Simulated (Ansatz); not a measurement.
The cell below belongs to a search over invented structures; it isn't taken from experiment.

Input and command of a plane-wave DFT calculation in Ansatz:

```yaml
crystal:
  lattice:
    - [4.2711841, 0.0, 0.0]
    - [0.0, 4.2711841, 0.0]
    - [0.0, 0.0, 4.86720947]
  atoms:
    - { symbol: Hf, position: [0.5, 0.0, 0.9863384] }
    - { symbol: Hf, position: [0.0, 0.5, 0.9863384] }
    - { symbol: Sc, position: [0.5, 0.5, 0.35817545] }
    - { symbol: O, position: [0.5, 0.0, 0.61873478] }
    - { symbol: O, position: [0.0, 0.5, 0.61873478] }
basis:
  ecutwfc: 420
kpoints:
  mp_grid: { grid: [4, 4, 4] }
hamiltonian:
  xc: pbe
scf:
  occupations: { method: gaussian, width: 0.2 }
  lower_state_search: "off"
output:
  forces: true
  stress: true
  eigenvalues: true
relax:
  adjacent_minimum: "off"
  f_tol: 0.08
  max_steps: 16
  cell: { stress_tol: 0.8 }
```

```bash
ansatz run input.yaml --threads 1 --pin off --max-ram 2560MiB --backend cpu --events-out ev --progress --plain --runs-dir out
```

Processor: AMD EPYC 7R43 64-Core Processor (Zen 3), 1 thread, on a host shared with other jobs.

Task: Estimate time, memory and problem size.

Result: About 120 s, peak memory 0.43 GiB. It solves 45 bands at 18 k points (after reduction by symmetry) with about 1669 plane waves (on the last cell), in 92 SCF iterations over 12 ionic steps.
